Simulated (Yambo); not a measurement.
```
KOH
1.0
    5.64683     0.00000     0.00000
    0.00000     3.96830     0.00000
   -3.02031     0.00000     7.24777
H O K
4 4 4
Cartesian
 -0.42690   1.53768   1.92472
  3.05342   2.43062   5.32305
  4.56357   3.52183   1.69917
 -1.93705   0.44647   5.54861
  0.30283   0.90850   2.08301
  2.32369   3.05980   5.16476
  3.83384   2.89265   1.54088
 -1.20732   1.07565   5.70690
  2.75409   0.97767   3.15155
 -0.12757   2.99063   4.09622
  1.38258   2.96182   0.47234
  1.24393   1.00648   6.77544
```

Workflow: norm-conserving PBEsol (Quantum ESPRESSO, 84 Ry, no spin-orbit coupling), then G0W0 in Yambo (2×4×2 Γ-centred k mesh, 179 bands and a 6 Ry block in the screening, 179 bands in G with the Bruneval-Gonze terminator, plasmon pole fitted at 27.2 eV).

Problem. Give the PBEsol and G0W0 gaps between the band edges found on this mesh, and say where the edges lie.

Solution. Edges: (-0.5, 0, 0) → Γ. PBEsol: 3.86 eV; G0W0: 6.39 eV. Nearest settings tried, and what they do to the gap: 76 bands in G: +25 meV; 90 bands in W: +147 meV; 2×2×1 mesh: +25 meV. Not varied: block. So the settings aren't converged at that level. 

Geometry of the Materials Project entry, not relaxed at this level.
